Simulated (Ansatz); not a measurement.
A trial cell of Mo3W, before relaxation:

```cif
data_structure
_symmetry_space_group_name_H-M 'P4/mmm'
_symmetry_Int_Tables_number 123
_cell_length_a 3.2912
_cell_length_b 3.2912
_cell_length_c 6.5823
_cell_angle_alpha 90.000
_cell_angle_beta 90.000
_cell_angle_gamma 90.000
_cell_volume 71.30
loop_
_atom_site_label
_atom_site_type_symbol
_atom_site_symmetry_multiplicity
_atom_site_Wyckoff_symbol
_atom_site_fract_x
_atom_site_fract_y
_atom_site_fract_z
_atom_site_occupancy
Mo1 Mo 2 h 0.50000 0.50000 0.25000 1
Mo2 Mo 1 b 0.00000 0.00000 0.50000 1
W1 W 1 a 0.00000 0.00000 0.00000 1
```

All numbers below come from DFT PBE, scalar-relativistic, plane waves, PAW in Ansatz 0.2.0. Cutoff 420 eV, Gaussian smearing, Γ-centred meshes. Cell and atoms relax first on a coarse mesh and then on a finer one. In between, the cell is made exact in the group found at 0.06 Å. In metals the finer mesh still leaves noise of several meV/atom or more. The steps can't lower the symmetry of their start. No spin polarisation in the relaxation; trial moments died out in a coarse test.

A guess keeps its type if space group and coordination stay and the shape of the cell changes little (axis ratios within about 15 %, angles within 6°); the volume may change.

Problem. Does this structure survive the relaxation?

Solution. It keeps its type. The symmetry stays P4/mmm (No. 123). The volume per atom shrinks by 10.9 %, from 17.8 to 15.9 Å³. The shortest distance goes from 2.85 Å (Mo–W and Mo–Mo) to 2.74 Å (Mo–Mo). The ratio c/a of the conventional cell changes by a factor of 1.00. Counting neighbours within 15 % of an atom's shortest distance, the start has Mo 8, W 8 and the end Mo 8, W 8.

The last run used a 14×14×8 mesh (in the run's order of axes) for its 4-atom cell and Gaussian smearing of 0.10 eV. These runs have no spin–orbit coupling, which can matter for W. Symmetry constrained the relaxation, so the result can be a saddle point.
